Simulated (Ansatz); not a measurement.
LuAlN2 in space group Pna2_1 (No. 33; Lu on 4a, Al on 4a, N on 4a, N on 4a), r²SCAN (plane waves, PAW; program Ansatz). The conduction-band minimum lies on the Γ–X line, 42 % of the way from Γ, with 2 equivalent valleys. Second derivatives d²E/dk² of the lowest band at one valley (eV·Å²), along Cartesian directions:

| direction | d²E/dk² |
|---|---|
| [100] | 13.83 |
| [010] | 6.857 |
| [001] | 6.081 |
| [110] | 10.34 |
| [101] | 9.962 |
| [011] | 6.472 |

### Question
Find the principal effective masses, the density-of-states mass and the conductivity mass.

### Answer
Off-diagonal terms follow from H_xy = H[110] − (H_xx + H_yy)/2, and m*/mₑ = 7.620 eV·Å² over each eigenvalue: 0.55, 1.1, 1.3. One valley's DOS mass (m₁m₂m₃)^(1/3) = 0.92, conductivity mass 3/(Σ 1/mᵢ) = 0.85 mₑ.

### Question
What effective density of states Nc follows at 300 K for parabolic valleys?

### Answer
Nc = 2.509e19 × 2 × (0.92)^(3/2) ≈ 4.4e19 cm⁻³.

The start of the workflow was typed in or built on a structure type; neither database checked (COD, Materials Project) lists it. Whether it is the stable phase at ambient conditions was not checked. The cell was relaxed with r²SCAN under the symmetry of its start; its stability against distortions is not shown here. Scalar-relativistic: spin–orbit coupling is off unless named, which matters more the heavier the elements.

Potentials: the earlier of the program's two PAW sets.

Edges and masses are those of Kohn–Sham bands, whose gap is no quasiparticle gap.
